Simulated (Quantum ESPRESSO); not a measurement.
```cif
data_Ca8Ge4
_chemical_formula_sum 'Ca8 Ge4'
_space_group_name_H-M_alt 'Fm-3m'
_space_group_IT_number 225
_space_group_name_Hall '-F 4 2 3'
_cell_length_a 7.11232
_cell_length_b 7.11232
_cell_length_c 7.11232
_cell_angle_alpha 90.000
_cell_angle_beta 90.000
_cell_angle_gamma 90.000
loop_
_atom_site_label
_atom_site_type_symbol
_atom_site_symmetry_multiplicity
_atom_site_Wyckoff_symbol
_atom_site_fract_x
_atom_site_fract_y
_atom_site_fract_z
_atom_site_occupancy
Ca1 Ca 8 c 0.25000 0.25000 0.25000 1
Ge1 Ge 4 a 0.00000 0.00000 0.00000 1
```
(The calculation used a cell of 3 atoms; values per cell refer to that cell.)

Cell and atoms were relaxed with PBEsol from Materials Project entry mp-1009755, within its symmetry.

Q: What does norm-conserving PBEsol (Quantum ESPRESSO, 78 Ry, scalar-relativistic) give for the electronic structure near the Fermi level?

A: The PBEsol gap is direct, 0.50 eV at X. Another valence extremum on the path lies within 0.02 eV, too close to call. Spin-orbit splittings are left out.

The structure is a Materials Project entry; no match was found in the copy of COD used, and its stability was not checked.
